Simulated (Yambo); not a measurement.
BSE-type run in Yambo on AlN (wurtzite, space group P6_3mc, No. 186) under biaxial strain of -2 % along x and y, z relaxed, at zero momentum.

Quantum ESPRESSO step (PBEsol, PseudoDojo standard norm-conserving files, scalar-relativistic):
```
&CONTROL
  calculation = 'nscf'
  pseudo_dir = './pseudo'
  outdir = './out'
/
&SYSTEM
  ibrav = 0
  nat = 4
  ntyp = 2
  ecutwfc = 84.0
  ecutrho = 336.0
  occupations = 'fixed'
  force_symmorphic = .true.
  nbnd = 27
/
&ELECTRONS
  conv_thr = 4e-09
  diago_full_acc = .true.
  diago_thr_init = 1e-08
/
ATOMIC_SPECIES
N 14.0070 N.upf
Al 26.9815 Al.upf
CELL_PARAMETERS angstrom
  3.050863194977   0.000000000000   0.000000000000
 -1.525431597489   2.642125030321   0.000000000000
  0.000000000000   0.000000000000   5.039142894000
ATOMIC_POSITIONS crystal
N   0.666666667000   0.333333333000   0.878029027600
N   0.333333333667   0.666666666333   0.378029027600
Al   0.666666667000   0.333333333000   0.501970972400
Al   0.333333333667   0.666666666333   0.001970972400
K_POINTS automatic
9 9 6 0 0 0
```

Yambo input:
```
rim_cut
optics
bse
bss
dipoles
em1s
RandQpts= 1000000
RandGvec= 1 Ry
FFTGvecs= 40 Ry
Chimod= "HARTREE"
BSKmod= "SEX"
BSEmod= "resonant"
BSSmod= "hs"
BSENGexx= 15 Ry
BSENGBlk= 4 Ry
% KfnQP_E
 1.524 | 1.0 | 1.0 |
%
% BSEQptR
 1 | 1 |
%
% BSEBands
 4 | 10 |
%
% BEnRange
 0.0 | 11.1 | eV
%
% BDmRange
 0.15 | 0.15 | eV
%
BEnSteps= 222
% BLongDir
 0.0 | 0.0 | 1.0 |
%
BSHayTrs= -0.02
BSSNEig= 24
WRbsWF
% BndsRnXs
 1 | 23 |
%
NGsBlkXs= 4 Ry
% LongDrXs
 1.0 | 1.0 | 1.0 |
%
```

From the report:

The dimension is k points × valence × conduction bands = 486 × 5 × 2 = 4860.
```
  [SLEPC] Approach                          : Krylov-Schur
  [SLEPC] Number of requested eigenvalues   :  24
  [SLEPC] Number of eigenvalues        [NEV]:  24
   [K] Dimension                                    :   4860
   [K] Bands                                        :   4  10
   [K] Exchange res                                 : yes
   [K] Correlation res                              : yes
   [K] W interaction is bare                        : no
   [K] RL vectors exchange                          :  287
   [K] RL vectors correlation                       :   43
   [W] Matrix size                                  :   43
   [W] Bands                                        :   1  23
   [W] Coulomb Cutoff                               : none
   [W] Hxc Kernel                                   : HARTREE
```
